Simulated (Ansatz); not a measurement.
MgS (rock salt, Fm-3m), plane-wave PAW PBE (Ansatz code). The conduction-band minimum lies at X, with 3 equivalent valleys. Second derivatives d²E/dk² of the lowest band at one valley (eV·Å²), along Cartesian directions:

```csv
direction,d²E/dk²
[100],14.54
[010],26.04
[001],26.04
[110],20.29
[101],20.29
[011],26.01
```

Problem. Find the principal effective masses, the density-of-states mass and the conductivity mass.

Solution. Off-diagonal terms follow from H_xy = H[110] − (H_xx + H_yy)/2, and m*/mₑ = 7.620 eV·Å² over each eigenvalue: 0.29, 0.29, 0.52. One valley's DOS mass (m₁m₂m₃)^(1/3) = 0.36, conductivity mass 3/(Σ 1/mᵢ) = 0.34 mₑ.

Problem. What effective density of states Nc follows at 300 K for parabolic valleys?

Solution. Nc = 2.509e19 × 3 × (0.36)^(3/2) ≈ 1.6e19 cm⁻³.

Problem. With the computed static dielectric constant 16.4 (mean of the diagonal), estimate a hydrogenic donor's binding energy and radius.

Solution. E = 13.606 eV × 0.34/16.4² ≈ 17 meV; a = 0.529 Å × ε/m* ≈ 26 Å. Semilocal masses tend to be too small where the gap is.

Problem. With ε∞ = 5.41 and ω_LO = 389 cm⁻¹, what Fröhlich coupling constant follows?

Solution. α = (1/ε∞ − 1/ε0) √(m* × 13.606 eV/ħω_LO) = 1.2.

The PBE relaxation kept the symmetry of its start; phonons on a q-mesh show no instability.

Potentials: the later of the program's two PAW sets.
